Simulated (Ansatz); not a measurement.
Stackings of close-packed layers of TiTe (capitals for Ti, lower case for the other element), each relaxed to a stress under 0.05 GPa; energies count from the stacking AcBaCb (R-3m).

Computed with Ansatz, DFT PBEsol, scalar-relativistic, plane waves, PAW.

Cutoff 420 eV, Gaussian smearing of 0.10 eV, energies at zero smearing, symmetry of each start kept, no spin polarisation.

```
    start atoms k mesh excess energy (meV/atom) excess energy on a denser mesh (meV/atom) spacing of like layers (Å) a (Å) denser mesh
     AbAc      4  12×12×6                    -313.0                                     -312.5                       3.612  3.610     21×21×12
    AcBc*      4  12×12×6                     -55.5                                      -55.2                       3.792  3.559     21×21×12
AcBcAbCb*      8  12×12×3                     -17.3                                      -16.5                       3.781  3.575      21×21×6
```

Zero in every row: gap on the mesh (eV).

* ends far from its start.

Spin-orbit coupling is left out, which matters for the bands of heavy elements.

Small energy differences in metals hang on the k mesh (about 10 mJ/m² or 1 to 2 meV/atom on the mesh of the relaxation).

Cost: 3 runs of about 11 core-minutes in all, on Intel Xeon Platinum 8488C (Sapphire Rapids) (shared hosts).